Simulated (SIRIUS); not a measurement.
A self-consistent single point of SnTe (Fm-3m, 2 atoms in the cell; from Materials Project mp-1883, changed as shown).

```xyz
2
Lattice="0.0000 3.1864 3.1864 3.1864 0.0000 3.1864 3.1864 3.1864 0.0000" Properties=species:S:1:pos:R:3 pbc="T T T"
Sn     0.0000     0.0000     0.0000
Te     3.1864     3.1864     3.1864
```

Level of theory: PBE, SSSP 1.1.2 efficiency PBE pseudopotentials (plane waves; SIRIUS 7.12.0).

SIRIUS settings:

| setting | value |
|---|---|
| parameters.ngridk | 6 6 6 |
| parameters.xc_functionals | [XC_GGA_X_PBE, XC_GGA_C_PBE] |
| parameters.gk_cutoff | 8.062 1/bohr |
| parameters.pw_cutoff | 25.496 1/bohr |
| parameters.smearing | fermi_dirac |
| parameters.smearing_width | 0.00367493 Ha |
| potentials | SSSP 1.1.2 efficiency PBE pseudopotentials |
| parameters.electronic_structure_method | pseudopotential |
| parameters.num_bands | 14 |
| parameters.num_mag_dims | 0 |
| parameters.num_dft_iter | 100 |
| parameters.energy_tol | 1e-07 Ha |
| parameters.density_tol | 1e-06 |
| mixer.type | anderson |
| mixer.beta | 0.3 |
| mixer.use_hartree | false |

Results:

- Number of valence electrons: 20
- Number of bands: 14
- Number of k-points after the program's reduction: 16
- Number of plane waves (most at a k-point): 3892
- Number of SCF iterations: 23
- FFT grid: 72 × 72 × 72
- Free energy E − TS: -2582.1334 eV
- Pressure: 0.59 GPa

Stress (GPa, positive for compression):
```
0.59  0.00  0.00
0.00  0.59  0.00
0.00  0.00  0.59
```

For comparison: a first run was changed to give this one (volume scaled by 0.96), and from it to this one the free energy goes down by 2.0 meV/atom and the pressure goes from -1.02 to 0.59 GPa.

Spin-orbit coupling is left out, which matters for bands and gaps with elements this heavy. The structure comes from a collection of computed structures, made at another level of theory; the collection holds predicted forms beside known ones. Its lattice was then scaled. No clean gap shows at this smearing width and mesh (spacing up to 0.28 Å⁻¹); the mesh is coarse for partly filled bands, so the values carry mesh errors. Semi-local functionals can close small gaps.

Cost on one core: about 60 core-seconds (a rough figure).
